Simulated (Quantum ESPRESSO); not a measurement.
# Strain and stress in Ag2Au3NbRhTa

These are calculations, not measurements. They come from Quantum ESPRESSO 7.5, a public plane-wave density functional program. Each row is one single-point run on a made-up periodic cell of eight metal atoms, with elements, volume, strain and displacements drawn at random and not relaxed, so a cell may be unstable or far from any real phase. There is no spin polarisation or spin-orbit coupling.

Settings: PBE unless stated; PseudoDojo standard norm-conserving files; Fermi-Dirac width 0.25 eV, which means electrons at about 2900 K; cutoff 1197 eV; 5 x 5 x 4 k mesh shifted half a step off Gamma. E is the free energy of the whole cell (internal energy minus TS), so a -TS column is already part of it. Stress is positive in tension, and the pressure P is minus a third of its trace.

Checks: one run of this series was repeated at a higher cutoff and on a denser mesh, which moved values by no more than 0.008 eV, 0.05 GPa and 0.003 eV/Å, and a second program with other atomic files agreed on it to 2 % rms in force and 0.5 GPa in pressure. Known limits: heavy elements are run without spin-orbit coupling, which real alloys of them have; a spin test at this wide smearing found no moment, but such smearing suppresses magnetism that the real alloy may have.

The lattice is face-centred cubic, and the cell vectors in Å are (2.103, 4.227, 2.079); (2.100, -4.222, 2.073); (2.187, -0.004, -6.314), a volume of 150.47 Å³ in run 4. The elements on sites 1 to 8 are Ag Ta Au Au Rh Ag Au Nb. Each run adds the same stretch e on all three axes to one drawn cell, with the atoms carried along. E is counted from run 4.

```
run  e (%)  s_xx (GPa)  s_yy (GPa)  s_zz (GPa)  s_xy (GPa)  P (GPa)  E (meV)
  1  -1.56        4.66        6.69        4.47        1.79    -5.27   -348.9
  2  -1.24        5.90        7.93        5.74        1.76    -6.52   -297.2
  3  -0.49        8.54       10.56        8.44        1.70    -9.18   -133.7
  4  -0.01       10.04       12.06        9.98        1.67   -10.69      0.0
  5   0.67           ?           ?           ?           ?        ?        ?
  6   1.21       13.27       15.24       13.30        1.58   -13.94    430.1
  7   2.05       15.06       16.99       15.15        1.52   -15.74    793.4
```

## Worked fit

A parabola through the runs shown gives P = -10.72 - 3.034 e + 0.288 e² GPa with e in per cent, an error of 0.008 on the linear term and a scatter of 0.02 GPa. The atoms are clamped and the cell is already under stress, so the slope belongs to this path and is not an elastic constant of a real alloy.

## Withheld run

Question: what P should run 5 give?

The fit gives -12.62 ± 0.03 GPa. The calculation gave -12.60 GPa.
